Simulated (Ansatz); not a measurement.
Li$_{2}$H$_{6}$Pt:
```
CELL_PARAMETERS angstrom
      0.00000     3.34560     3.34560
      3.34560     0.00000     3.34560
      3.34560     3.34560     0.00000
ATOMIC_POSITIONS crystal
  Li 0.75000 0.75000 0.75000
  Li 0.25000 0.25000 0.25000
  H  0.75640 0.75640 0.24360
  H  0.24360 0.24360 0.75640
  H  0.24360 0.75640 0.75640
  H  0.75640 0.24360 0.24360
  H  0.75640 0.24360 0.75640
  H  0.24360 0.75640 0.24360
  Pt 0.00000 0.00000 0.00000
```

Relaxed with r²SCAN.

**Question.** Give the Bader charges and basin volumes of the independent atoms, DFT-r²SCAN in the program Ansatz with PAW potentials.

**Answer.** 

| atom | Bader charge (e) | Bader volume (Å³) |
|---|---|---|
| Li1 | +0.91 | 3.8 |
| H3 | -0.28 | 7.6 |
| Pt9 | -0.17 | 21.6 |

Space group Fm-3m. The first step of the workflow began from a Materials Project structure, measured or hypothetical; the Crystallography Open Database copy checked does not list it. Its standing as an ambient phase is unchecked. The cell was relaxed with r²SCAN under the symmetry of its start; whether a distortion lowers the energy is not shown. No spin polarisation was allowed. Spin–orbit coupling is left out wherever it is not named.

Potentials: the later of the program's two PAW sets.
